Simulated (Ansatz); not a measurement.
PbO:
```xyz
4
Lattice="3.9437 0.0000 0.0000 0.0000 3.9437 0.0000 0.0000 0.0000 4.8929" Properties=species:S:1:pos:R:3 pbc="T T T"
Pb     1.9718     0.0000     1.1782
Pb     0.0000     1.9718     3.7148
O      1.9718     1.9718     0.0000
O      0.0000     0.0000     0.0000
```

Relaxed with LDA.

### Question
Give the optical modes at the zone centre with their infrared and Raman activity from DFPT, DFT-LDA in the program Ansatz with PAW potentials.

### Answer
Transverse frequencies, without the LO–TO term; a row sums one degenerate level.

| ω (cm⁻¹) | degeneracy | IR ((D/Å)²/amu) | Raman (Å⁴/amu) | activity | symmetry |
|---|---|---|---|---|---|
| 87 | 2 | 0.00 | 17 | Raman | Eg |
| 151 | 1 | 0.00 | 200 | Raman | A1g |
| 268 | 2 | 62.69 | 0 | IR | Eu |
| 354 | 1 | 0.00 | 190 | Raman | B1g |
| 394 | 1 | 17.76 | 0 | IR | A2u |
| 422 | 2 | 0.00 | 21 | Raman | Eg |

### Question
How high does the top mode go among those that the LO–TO term moves?

### Answer
443 cm⁻¹ for q along x, 443 cm⁻¹ for q along y, 483 cm⁻¹ for q along z.

Space group P4/nmm. The cell was relaxed with LDA under the symmetry of its start; phonons on a q-mesh show no instability. A crystal of weakly bound layers computed without a dispersion correction: the cell and the soft elastic constants depend strongly on that. Scalar-relativistic: spin–orbit coupling is off unless named, which matters more the heavier the elements.

Potentials: the later of the program's two PAW sets.
